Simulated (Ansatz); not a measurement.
**Band table of Y (bcc type)**

```xyz
1
Lattice="-1.4408 1.4408 1.4408 1.4408 -1.4408 1.4408 1.4408 1.4408 -1.4408" Properties=species:S:1:pos:R:3 pbc="T T T"
Y     0.0000    0.0000    0.0000
```

The cell comes from a relaxation on PAW files under the same functional, begun from a prototype that needn't be the stable phase.

Computed with Ansatz 0.2.0; functional LDA, scalar-relativistic. Settings: a Γ-centred 14×14×14 k mesh, Fermi–Dirac smearing of 0.05 eV, no spin polarisation. Methods: LAPW: all electrons, basis error target 1 meV/atom.

This run: volume at 0.4 of the series' base cell.

The structure type is held throughout; the real material can change phase at far lower pressure.

Path points, in fractions of the reciprocal vectors: Γ (0.000, 0.000, 0.000), H (0.500, -0.500, 0.500), N (0.000, 0.000, 0.500), P (0.250, 0.250, 0.250). The distance column jumps between branches of the path. Levels in eV from the Fermi level; bands 11 to 17, counted from the lowest band of the run. The gap is zero, the pressure 165.0 GPa.

```
# k(1/Å) point b11 b12 b13 b14 b15 b16 b17
0.000 Γ -18.37 -18.37 -18.37 -1.62 2.49 2.49 2.49
0.273 - -18.90 -18.58 -18.58 -0.92 2.40 2.40 2.73
0.545 - -20.16 -19.19 -19.19 0.67 2.41 2.41 2.82
0.818 - -21.58 -20.06 -20.06 0.14 2.05 2.92 2.92
1.090 - -22.74 -21.03 -21.03 -2.14 1.99 4.11 4.11
1.363 - -23.43 -21.95 -21.95 -3.94 -0.15 5.97 5.97
1.635 - -23.60 -22.69 -22.69 -5.24 -3.09 8.46 8.46
1.908 - -23.45 -23.16 -23.16 -6.03 -5.41 11.45 11.45
2.181 H -23.33 -23.33 -23.33 -6.29 -6.29 13.91 13.91
2.373 - -23.47 -23.25 -23.18 -6.08 -5.92 11.94 12.26
2.566 - -23.84 -23.01 -22.74 -5.47 -4.86 8.99 9.66
2.759 - -24.36 -22.63 -22.07 -4.55 -3.21 6.12 7.18
2.951 - -24.90 -22.15 -21.25 -3.55 -1.09 3.54 5.23
3.144 - -25.40 -21.63 -20.36 -2.98 1.34 1.38 4.44
3.337 - -25.79 -21.14 -19.53 -3.26 -0.35 4.14 5.29
3.530 - -26.03 -20.79 -18.92 -3.85 -1.44 7.09 7.25
3.722 N -26.11 -20.66 -18.69 -4.12 -1.81 8.78 10.03
3.915 - -25.84 -20.59 -18.68 -3.96 -1.70 8.22 9.40
4.108 - -25.08 -20.37 -18.64 -3.47 -1.37 7.12 8.45
4.301 - -23.93 -20.04 -18.59 -2.68 -0.84 5.86 7.69
4.493 - -22.54 -19.63 -18.53 -1.68 -0.14 4.45 7.01
4.686 - -21.08 -19.18 -18.46 -0.73 0.69 3.01 5.40
4.879 - -19.73 -18.77 -18.41 -0.59 1.54 2.33 3.83
5.071 - -18.74 -18.48 -18.38 -1.27 2.22 2.42 2.83
5.264 Γ -18.37 -18.37 -18.37 -1.62 2.49 2.49 2.49
5.500 - -18.95 -18.44 -18.44 -1.12 2.17 2.17 3.14
5.736 - -20.37 -18.66 -18.66 -0.07 1.29 1.29 5.22
5.972 - -22.02 -19.08 -19.08 0.37 0.37 1.04 6.95
6.208 - -23.46 -19.72 -19.72 -0.10 -0.10 2.21 7.74
6.444 - -24.41 -20.53 -20.53 0.04 0.04 3.38 8.73
6.680 - -24.68 -21.43 -21.43 0.73 0.73 4.29 9.68
6.917 - -24.21 -22.31 -22.31 1.78 1.78 4.30 10.34
7.153 P -23.08 -23.08 -23.08 2.89 2.89 2.89 10.58
7.389 - -23.67 -23.67 -21.57 0.67 3.60 3.60 10.33
7.625 - -24.05 -24.05 -20.14 -1.22 3.30 3.30 9.78
7.861 - -24.21 -24.21 -19.42 -1.77 1.74 1.74 9.59
8.097 - -24.16 -24.16 -19.76 -0.50 -0.50 -0.47 9.95
8.333 - -23.95 -23.95 -20.85 -2.76 -2.76 2.43 10.71
8.569 - -23.67 -23.67 -22.08 -4.62 -4.62 6.35 11.80
8.805 - -23.43 -23.43 -22.99 -5.86 -5.86 10.71 13.07
9.041 H -23.33 -23.33 -23.33 -6.29 -6.29 13.91 13.91
10.929 P -23.08 -23.08 -23.08 2.89 2.89 2.89 10.58
11.066 - -23.74 -23.00 -22.37 1.93 2.56 3.93 10.45
11.202 - -24.34 -22.77 -21.64 1.04 1.65 5.02 10.14
11.338 - -24.87 -22.42 -20.91 0.25 0.42 6.15 9.79
11.474 - -25.31 -21.97 -20.22 -0.92 -0.44 7.29 9.45
11.611 - -25.66 -21.50 -19.60 -2.18 -1.01 8.38 9.17
11.747 - -25.91 -21.07 -19.12 -3.21 -1.44 8.96 9.33
11.883 - -26.06 -20.77 -18.80 -3.88 -1.72 8.83 10.01
12.020 N -26.11 -20.66 -18.69 -4.12 -1.81 8.78 10.03
```
